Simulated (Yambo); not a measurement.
Bethe-Salpeter results for Sr2MoZnO6

```
Sr2MoZnO6
1.0
    0.00000     4.02324     4.02324
    4.02324     0.00000     4.02324
    4.02324     4.02324     0.00000
O Zn Sr Mo
6 1 2 1
Cartesian
  4.02324   6.10712   4.02324
  4.02324   1.93936   4.02324
  1.93936   4.02324   4.02324
  6.10712   4.02324   4.02324
  4.02324   4.02324   6.10712
  4.02324   4.02324   1.93936
  4.02324   4.02324   4.02324
  2.01162   2.01162   2.01162
  6.03486   6.03486   6.03486
  0.00000   0.00000   0.00000
```

The geometry is that of Materials Project entry mp-18829, symmetrised and not relaxed again.

BSE in Yambo on norm-conserving PBEsol (Quantum ESPRESSO, 84 Ry, scalar-relativistic) bands: 4×4×4 mesh, 20 valence and 6 conduction bands, static screening with 92 bands and a 3 Ry block, scissor 1.40 eV, Tamm-Dancoff; field along x.

| state | energy (eV) | states within 2 meV | relative strength | class | main transitions |
|---|---|---|---|---|---|
| 1 | 2.77 | 1 | < 0.01 | dark | several band pairs |
| 2 | 2.87 | 3 | < 0.01 | dark | several band pairs |
| 3 | 2.97 | 3 | < 0.01 | dark | several band pairs |
| 4 | 2.97 | 3 | < 0.01 | dark | several band pairs |
| 5 | 3.10 | 2 | < 0.01 | dark | several band pairs |
| 6 | 3.11 | 3 | 1.00 | strong | several band pairs |
| 7 | 3.23 | 2 | < 0.01 | dark | VB → CB (98 %) |
| 8 | 3.24 | 1 | < 0.01 | dark | several band pairs |
| 9 | 3.28 | 1 | < 0.01 | dark | VB → CB (88 %) |
| 10 | 3.31 | 3 | < 0.01 | dark | VB → CB (98 %) |

These are vertical excitations (zero momentum). The direct quasiparticle gap on this mesh is 3.59 eV; counted from there, state 1 is bound by 0.82 eV. Convergence with the mesh was not shown.

Spin singlets only. Strengths are relative to the strongest of the lowest states of this run; strong means a line over 3 % of the spectrum's maximum, dark under 0.03 %. Absolute energies carry the error of the G0W0 scissor, whose convergence isn't established.

Spin-orbit splittings are left out.

With a shallow 3d shell G0W0 needs far more bands and larger blocks than here, so the scissor is uncertain by tenths of an eV or more.
